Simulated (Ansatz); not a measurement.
## LaSb: frozen-core PAW against all-electron methods

```yaml
crystal:
  lattice:
    - [0.00000, 3.24500, 3.24500]
    - [3.24500, 0.00000, 3.24500]
    - [3.24500, 3.24500, 0.00000]
  atoms:
    - { symbol: La, position: [0.00000, 0.00000, 0.00000] }
    - { symbol: Sb, position: [0.50000, 0.50000, 0.50000] }
```

Atoms are numbered in the order listed.

The conventional cell has a = 6.490 Å, b = 6.490 Å, c = 6.490 Å, α = 90.00°, β = 90.00°, γ = 90.00°. La (atom 1) is surrounded by 6 Sb at 3.25 Å. Sb (atom 2) is surrounded by 6 La at 3.25 Å.

The cell is COD entry 1537613, as deposited and not checked against the literature; nothing was relaxed.

Spin–orbit coupling is left out, though it moves levels of the heavy atoms by tenths of an eV or more.

Levels of theory: DFT, PBEsol, PAW with Ansatz's default frozen-core files, scalar-relativistic (Ansatz 0.2.0); DFT, PBEsol, all-electron PAW with datasets made for the crystal, scalar-relativistic (Ansatz 0.2.0); DFT, PBEsol, all-electron LAPW, scalar-relativistic (Ansatz 0.2.0).

For PAW: a Γ-centred 10×10×10 k mesh, Fermi–Dirac smearing of 0.05 eV, cutoff 420 eV, no spin polarisation; the PAW files were made with PBE, and the program remakes their frozen cores for this functional. The crystal-made all-electron datasets (AE datasets) take a cutoff of 260 eV at this cell. LAPW targets a basis error of 1 meV/atom. The Ansatz runs share mesh, smearing and spin set-up. Plane-wave (PAW) pressures include the program's estimate of the Pulay term.

Stress and pressure are positive in compression.

Levels count from the Fermi level.

```
                      quantity     PAW  AE datasets    LAPW
                pressure (GPa)   -0.95        -0.93   -0.93
highest filled level at Γ (eV)  -8.965       -8.966  -8.966
  lowest empty level at Γ (eV)   0.208        0.210   0.210
highest filled level at W (eV)  -1.391       -1.392  -1.392
  lowest empty level at W (eV)   1.695        1.704   1.705
```

PAW's pressure differs from the LAPW value by -0.02 GPa.
